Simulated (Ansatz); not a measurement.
Ca$_{2}$BeN$_{2}$:
```yaml
crystal:
  lattice:
    - [-1.77235, 1.77235, 5.75177]
    - [1.77235, -1.77235, 5.75177]
    - [1.77235, 1.77235, -5.75177]
  atoms:
    - { symbol: Ca, position: [0.65576, 0.65576, 0.00000] }
    - { symbol: Ca, position: [0.34424, 0.34424, 0.00000] }
    - { symbol: Be, position: [0.00000, 0.00000, 0.00000] }
    - { symbol: N, position: [0.86661, 0.86661, 0.00000] }
    - { symbol: N, position: [0.13339, 0.13339, 0.00000] }
```

Relaxed with r²SCAN.

### Question
Give the Bader charges and basin volumes of the independent atoms, DFT-r²SCAN in the program Ansatz with PAW potentials.

### Answer


```csv
atom,Bader charge (e),Bader volume (Å³)
Ca1,+1.46,12.9
Be3,+1.62,2.6
N4,-2.27,22.0
```

Space group I4/mmm. The start of the workflow was typed in or built on a structure type; neither database checked (COD, Materials Project) lists it. Its standing as an ambient phase is unchecked. The r²SCAN relaxation kept the symmetry of its start; whether a distortion lowers the energy is not shown.

Potentials: the earlier of the program's two PAW sets. The files were generated under PBE; for other functionals the program regenerates the frozen cores, and for LDA and PBEsol the local potential too.
